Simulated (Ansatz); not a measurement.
The elements of this relaxed trial crystal are hidden behind letters.

```
lattice vectors (Å)
   6.1507    0.0000    0.0000
  -3.0754    5.3267    0.0000
   0.0000    0.0000    5.6510
fractional positions
X 0.8237 0.6475 0.7500
X 0.3525 0.1763 0.7500
X 0.8237 0.1763 0.7500
X 0.1763 0.3525 0.2500
X 0.6475 0.8237 0.2500
X 0.1763 0.8237 0.2500
Z 0.3333 0.6667 0.7500
Z 0.6667 0.3333 0.2500
Q 0.0000 0.0000 0.0000
Q 0.0000 0.0000 0.5000
```

Level of theory: Ansatz 0.2.0, DFT PBE, scalar-relativistic, plane waves, PAW. Cutoff 420 eV, Γ-centred 6×6×8 mesh (10-atom cell), Gaussian smearing of 0.10 eV, no spin polarisation.

* Space group: P6_3/mmc (No. 194)
* Conventional cell: a = 6.151 Å, c = 5.651 Å
* Volume per atom: 18.51 Å³
* Density: 7.53 g/cm³
* Energy over the elements: +0.05 eV/atom
* Gap on the 6×6×8 mesh of the 10-atom cell: 0 eV (a metal)

Energies are uncorrected and count from the elements' standard states at the same level.

**Question.** X is a d-block element of period 5, Z is a p-block element of period 4 and Q is a p-block element of period 2. Which elements are they?

**Answer.** X = Ag, Z = Br, Q = O, so the formula is Ag3BrO. Density times volume gives a mean mass of 7.53 × 18.51/1.6605 = 83.9 u per atom, and this set has 83.9 u. Around Ag lie 2 O at 2.35 Å, 2 Ag at 2.90 Å, 2 Br at 3.08 Å, 6 Ag at 3.25–3.39 Å and 2 Br at 3.28 Å; Br has 6 Ag at 3.08 Å and 6 Ag at 3.28 Å; O has 6 Ag at 2.35 Å and 2 O at 2.83 Å. Other sets within the hints have nearly the same mass, so mass alone doesn't settle it; this one was computed.

The zero gap may come from the functional, which often closes small gaps. Symmetry constrained the relaxation, so the result can be a saddle point.
